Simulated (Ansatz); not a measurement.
Exchange couplings of EuCd (Pm-3m)

```
Eu Cd
1.0
     3.91685    0.00000    0.00000
     0.00000    3.91685    0.00000
     0.00000    0.00000    3.91685
Eu Cd
1 1
Cartesian
  1.9584 1.9584 1.9584
  0.0000 0.0000 0.0000
```

Geometry: a structure from the Materials Project; nothing is relaxed.

Settings: LDA, 8×8×8 k mesh, Fermi–Dirac smearing of 0.03 eV. AE-PAW is all-electron PAW in Ansatz 0.2.0 on datasets made for the crystal. Site moments are integrated in spheres about the atoms. Start moments (μB): Eu1 6.8.

Site moments (μB): Eu1 6.85, Cd2 0.05. Cell moment 7.11 μB.

Couplings come from the force theorem (directions of the magnetic atoms constrained, all else relaxed) on a 8×8×8 mesh, with E = −Σ J e_i·e_j over ordered pairs of unit vectors, so positive J favours parallel moments.

```csv
pair,count,J AE-PAW (meV),"J, frozen-core files (meV)"
Eu1–Eu at 3.92 Å,6,-0.68,-0.72
Eu1–Eu at 5.54 Å,12,-0.46,-0.47
Eu1–Eu at 6.78 Å,8,+0.88,+0.89
Eu1–Eu at 7.83 Å,6,+0.43,+0.43
Eu1–Eu at 8.76 Å,24,+0.10,+0.10
Eu1–Eu at 9.59 Å,24,-0.18,-0.19
Eu1–Eu at 11.08 Å,12,-0.12,-0.13
"Eu1–Eu at 11.75 Å, set 1",6,-0.23,-0.24
"Eu1–Eu at 11.75 Å, set 2",24,+0.01,+0.01
Eu1–Eu at 12.39 Å,24,+0.01,+0.01
Eu1–Eu at 12.99 Å,24,+0.04,+0.04
Eu1–Eu at 13.57 Å,8,+0.02,+0.02
Eu1–Eu at 14.12 Å,24,+0.02,+0.02
Eu1–Eu at 14.66 Å,48,+0.01,+0.01
```

Pairs at one distance with different couplings are listed as sets.

The program reports that this state isn't the lowest of its own couplings. The gain of the softest rotation is smaller than what its band sum leaves out of a whole turn, though, so more bands could change its sign.

The couplings come from one mesh, and their convergence in k wasn't tested.

Without U a semilocal functional puts the f levels too near the Fermi level, which can change moments and the order of magnetic states; site and cell moments are spin moments. Spin–orbit coupling is left out although heavy atoms are present. With open f shells a run can end in a state that isn't the lowest. The program couldn't verify every level among the many empty bands that the force theorem sums over. These are results for the start and cell typed. The real compound can order otherwise, in a larger cell, or not at all, since semilocal functionals at zero temperature often overstate magnetism.
